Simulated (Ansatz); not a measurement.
SnIr:
```yaml
crystal:
  lattice:
    - [3.98054, 0.00000, 0.00000]
    - [-1.99027, 3.44725, 0.00000]
    - [0.00000, 0.00000, 5.59482]
  atoms:
    - { symbol: Ir, position: [0.00000, 0.00000, 0.00000] }
    - { symbol: Ir, position: [0.00000, 0.00000, 0.50000] }
    - { symbol: Sn, position: [0.33333, 0.66667, 0.25000] }
    - { symbol: Sn, position: [0.66667, 0.33333, 0.75000] }
```

Relaxed with PBEsol. Special points in fractions of this cell's reciprocal vectors: Γ (0.000, 0.000, 0.000); M (0.500, 0.000, 0.000); K (0.333, 0.333, 0.000); A (0.000, 0.000, 0.500); L (0.500, 0.000, 0.500); H (0.333, 0.333, 0.500).

### Question
List the band energies nearest the Fermi level at these points for plane-wave PAW PBEsol (Ansatz code).

### Answer
In eV from the Fermi level; about four levels below and three above (degenerate sets whole), none deeper than 8.9 eV; points with the same levels are listed once.

| k | below | above |
|---|---|---|
| Γ | -1.93 -1.93 -0.47 -0.47 | 2.74 2.81 2.81 |
| M | -0.88 -0.73 -0.63 -0.42 | 2.93 3.94 6.45 |
| K | -1.00 -0.60 -0.60 -0.53 | 1.67 1.67 3.70 3.70 |
| A | -1.98 -1.98 -1.98 -1.98 | 1.63 1.63 5.47 5.47 5.47 5.47 |
| L | -1.45 -1.45 -1.29 -1.29 | 2.85 2.85 4.98 4.98 |
| H | -1.90 -1.90 -1.87 -1.87 | 0.20 0.20 0.33 0.33 |

Space group P6_3/mmc (NiAs type). The workflow started from an entry of the Crystallography Open Database (COD). Its standing as an ambient phase is unchecked. The PBEsol relaxation kept the symmetry of its start; whether a distortion lowers the energy is not shown. No spin polarisation was allowed. Spin–orbit coupling is left out wherever it is not named.

Potentials: the later of the program's two PAW sets.
